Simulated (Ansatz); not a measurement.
Input:

BeS:
```yaml
crystal:
  lattice:
    - [5.80959, 0.00000, 0.00000]
    - [0.00000, 3.44433, 0.00000]
    - [0.00000, 0.00000, 5.90794]
  atoms:
    - { symbol: Be, position: [0.14377, 0.25000, 0.40402] }
    - { symbol: Be, position: [0.35623, 0.75000, 0.90402] }
    - { symbol: Be, position: [0.85623, 0.75000, 0.59598] }
    - { symbol: Be, position: [0.64377, 0.25000, 0.09598] }
    - { symbol: S, position: [0.77814, 0.25000, 0.41798] }
    - { symbol: S, position: [0.72186, 0.75000, 0.91798] }
    - { symbol: S, position: [0.22186, 0.75000, 0.58202] }
    - { symbol: S, position: [0.27814, 0.25000, 0.08202] }
```

This is the LDA-relaxed structure. Tensor components refer to the Cartesian frame of this cell.

Task: All from LDA (plane waves, PAW; program Ansatz), unless another level is named. Estimate the smallest direct gap on the standard path.

Result: 3.77 eV.

Task: Predict the hole effective mass.

Result: 0.29, 1.8, 15 mₑ (principal values).

Task: Give the electron effective mass.

Result: 0.42, 0.52, 0.67 mₑ (principal values).

Task: And the conduction-band minimum?

Result: on the Y–Γ line, 26 % of the way from Y (k = 0.000, 0.372, 0.000 in fractions of the reciprocal vectors) (2 equivalent valleys).

Task: Predict the valence-band maximum.

Result: on the Y–Γ line, 94 % of the way from Y (k = 0.000, -0.031, 0.000 in fractions of the reciprocal vectors).

Space group Pnma. The start of the workflow was typed in or built on a structure type; neither database checked (COD, Materials Project) lists it. COD files the formula under space group No. 216. Whether it is the stable phase at ambient conditions was not checked. Symmetry was held in the LDA relaxation; its stability against distortions is not shown here. The volume moved by 19 % from the start of the relaxation.

Potentials: the earlier of the program's two PAW sets. The files were generated under PBE; for other functionals the program regenerates the frozen cores, and for LDA and PBEsol the local potential too.
